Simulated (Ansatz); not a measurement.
Mg$_{3}$Sb$_{2}$ (A-La2O3 type, space group P-3m1)

```
CELL_PARAMETERS angstrom
      4.59592     0.00000     0.00000
     -2.29796     3.98018     0.00000
      0.00000     0.00000     7.27158
ATOMIC_POSITIONS crystal
  Sb 0.33333 0.66667 0.22580
  Sb 0.66667 0.33333 0.77420
  Mg 0.00000 0.00000 0.00000
  Mg 0.33333 0.66667 0.63237
  Mg 0.66667 0.33333 0.36763
```

Two coordinates are scanned: the volume, and the ratio of the stretch along z (the conventional c axis) to the stretch across it. Atoms keep their fractional coordinates.

All values below come from PBE (plane waves to 420 eV, PAW, scalar-relativistic; Ansatz, a first-principles code). k mesh 12×12×7 (Γ-centred), Fermi-Dirac smearing 0.05 eV. The energy includes the smearing's −TS. As the atoms are clamped, bonds stretch with the cell, which overstates energies and stresses. Mg3Sb2 was relaxed with its symmetry unable to fall. Spin-orbit coupling is left out, though Sb is heavy. ΔE is measured from the relaxed starting cell.

Task: What ΔE (eV/atom) does the calculation give at all points of the grid V/V₀ = 0.960, 0.973, 0.987, 1.000, 1.013, 1.027, 1.040 by (c/a)/(c/a)₀ = 0.920, 0.947, 0.973, 1.000, 1.027, 1.053, 1.080?

Result: ΔE (eV/atom), with V/V₀ across and (c/a)/(c/a)₀ down:

```tsv
(c/a)/(c/a)₀ \ V/V₀	0.960	0.973	0.987	1.000	1.013	1.027	1.040
0.920	0.0331	0.0292	0.0267	0.0257	0.0260	0.0275	0.0301
0.947	0.0176	0.0140	0.0118	0.0111	0.0116	0.0134	0.0162
0.973	0.0089	0.0054	0.0033	0.0027	0.0033	0.0052	0.0082
1.000	0.0063	0.0028	0.0007	0.0000	0.0006	0.0025	0.0054
1.027	0.0094	0.0056	0.0034	0.0025	0.0030	0.0047	0.0075
1.053	0.0175	0.0135	0.0109	0.0098	0.0100	0.0114	0.0140
1.080	0.0302	0.0258	0.0229	0.0214	0.0212	0.0223	0.0245
```

(Under strain, the slope of the energy per volume gives the stress and its curvature an elastic modulus.)
